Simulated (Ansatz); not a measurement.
Na3Bi:
```xyz
8
Lattice="5.4134 0.0000 0.0000 -2.7067 4.6881 0.0000 0.0000 0.0000 9.6339" Properties=species:S:1:pos:R:3 pbc="T T T"
Na     0.0000     3.1254     8.8380
Na     2.7067     1.5627     0.7959
Na     2.7067     1.5627     4.0211
Na     0.0000     3.1254     5.6128
Na     0.0000     0.0000     2.4085
Na     0.0000     0.0000     7.2254
Bi     2.7067     1.5627     7.2254
Bi     0.0000     3.1254     2.4085
```

Relaxed with PBEsol. Special points in fractions of this cell's reciprocal vectors: Γ (0.000, 0.000, 0.000); M (0.500, 0.000, 0.000); K (0.333, 0.333, 0.000); A (0.000, 0.000, 0.500); L (0.500, 0.000, 0.500); H (0.333, 0.333, 0.500).

Q: List the band energies nearest the Fermi level at these points for the program Ansatz at the PBEsol with spin–orbit coupling level (PAW).

A: In eV from the Fermi level; about four levels below and three above (degenerate sets whole), none deeper than 8.9 eV; points with the same levels are listed once.

| k | below | above |
|---|---|---|
| Γ | -0.19 -0.19 -0.17 -0.17 | 0.02 0.02 0.92 0.92 |
| M | -1.09 -1.09 -0.63 -0.63 | 1.15 1.15 1.24 1.24 |
| K | -1.33 -1.33 -1.23 -1.23 | 0.78 0.78 2.62 2.62 |
| A | -0.09 -0.09 -0.09 -0.09 | 0.78 0.78 0.78 0.78 |
| L | -0.75 -0.75 -0.75 -0.75 | 0.71 0.71 0.71 0.71 |
| H | -1.06 -1.06 -0.87 -0.87 | 1.58 1.58 1.60 1.60 |

Space group P6_3/mmc. The workflow started from a Materials Project entry (that database holds measured and hypothetical structures alike); the Crystallography Open Database files this formula in space group No. 194, but the cells were not matched. Whether it is the stable phase at ambient conditions was not checked. Symmetry was held in the PBEsol relaxation; whether a distortion lowers the energy is not shown. The Fermi level of a semimetal is unsure by some 0.05 eV on such meshes.

Potentials: the later of the program's two PAW sets.
